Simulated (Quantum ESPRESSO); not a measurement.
GaAlN₂ (space group P-4m2, No. 115) has a direct gap of 2.80 eV with PBEsol (Quantum ESPRESSO, PseudoDojo norm-conserving, 84 Ry, scalar-relativistic). After an isotropic strain (on all lattice vectors, atoms relaxed) the gap is direct, 2.37 eV.

**Question.** Which strain was applied?
A. +1 %
B. -1.5 %
C. +2 %
D. -0.7 %
E. -3 %

**Answer.** C, +2 %. Gaps found: -3 %: 3.25 eV (indirect); -1.5 %: 3.13 eV (direct); -0.7 %: 2.95 eV (direct); 0 %: 2.80 eV (direct); 1 %: 2.58 eV (direct); 2 %: 2.37 eV (direct).

Spin-orbit coupling is not included.

The structure is a Materials Project entry; no match was found in the copy of COD used, and its stability was not checked.
